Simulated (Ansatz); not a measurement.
Question: Name crystals whose computed values (r²SCAN in the plane-wave PAW code Ansatz) fall in these windows: gap (eV) 1.2 to 1.6; HSE06 gap (eV) 1.7 to 2.2.

Answer: 

```json
[
 {"crystal": "BP, zinc blende", "gap (eV)": "1.41", "HSE06 gap (eV)": "1.96"},
 {"crystal": "BeS, rock salt", "gap (eV)": "1.33", "HSE06 gap (eV)": "1.73"}
]
```
Others may fit too.

Typed or built starts, not in the databases checked: BeS, rock salt. All cells were relaxed under the symmetry of their starts (and spin orders); stability against distortions was not tested throughout.

Potentials: the earlier of the program's two PAW sets.
